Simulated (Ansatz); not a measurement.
# Rigid cleavage in Au

Computed with DFT PBEsol, scalar-relativistic, plane waves, PAW in Ansatz 0.2.0. The runs took a 420 eV cutoff, a Γ-centred 23×23×5 mesh and Gaussian smearing (0.15 eV). Spin–orbit coupling is left out, which can shift energies with elements as heavy as these. No spin polarisation. Energies are free energies at this smearing, counted from the undisturbed cell; pressure is positive in compression.

Reference structure (relaxed at this level; with this scan's settings it stands at -0.2 GPa):

```
Au
1.0
     2.04193   -2.04193    0.00000
     2.04193    0.00000   -2.04193
     8.16774    8.16774    8.16774
Au
6
Direct
  0.66667 0.66667 0.08332
  0.00000 0.00000 0.91665
  0.33333 0.33333 0.24998
  0.66667 0.66667 0.58332
  0.00000 0.00000 0.41665
  0.33333 0.33333 0.74998
```

The cut lies on the cell's a–b face, a (1 1 1) plane (indices in the standard cell, whose axes needn't be the Cartesian ones shown) of area 7.22 Å², between layers 2.36 Å apart. Vector c is lengthened by d along the normal with the atoms' Cartesian places fixed: one unrelaxed cut a cell. The cell is metallic on the mesh throughout.

Question: Over the sampled range (0.00 to 6.00), is the undisturbed cell the lowest point?

Answer: Yes, every other sampled point lies higher.

The scan:

| d (Å) | energy (J/m²) |
| --- | --- |
| 0.00 | 0.00 |
| 0.50 | 0.58 |
| 1.00 | 1.25 |
| 2.00 | 1.85 |
| 3.00 | 1.97 |
| 6.00 | 1.99 |

Cost: 6 runs of about 8.9 core-minutes in all, on Arm Neoverse V2 (shared hosts).